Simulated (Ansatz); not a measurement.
Cs:
```
Cs
1.0
   -3.08147     3.08147     3.08147
    3.08147    -3.08147     3.08147
    3.08147     3.08147    -3.08147
Cs
1
Direct
  0.00000   0.00000   0.00000
```

Relaxed with PBE. Special points in fractions of this cell's reciprocal vectors: Γ (0.000, 0.000, 0.000); H (0.500, -0.500, 0.500); N (0.000, 0.000, 0.500); P (0.250, 0.250, 0.250).

Q: List the band energies nearest the Fermi level at these points for plane-wave PAW PBE (Ansatz code).

A: In eV from the Fermi level; about four levels below and three above (degenerate sets whole), none deeper than 8.9 eV; points with the same levels are listed once.

```csv
k,below,above
Γ,-1.67,2.48 2.48 2.48
H,–,0.66 0.66 2.94 2.94 2.94
N,–,0.04 0.85 1.64
P,–,0.98 0.98 0.98
```

Space group Im-3m (bcc (W type)). The cell was relaxed with PBE under the symmetry of its start. Spin–orbit coupling is left out wherever it is not named.

Potentials: the earlier of the program's two PAW sets.
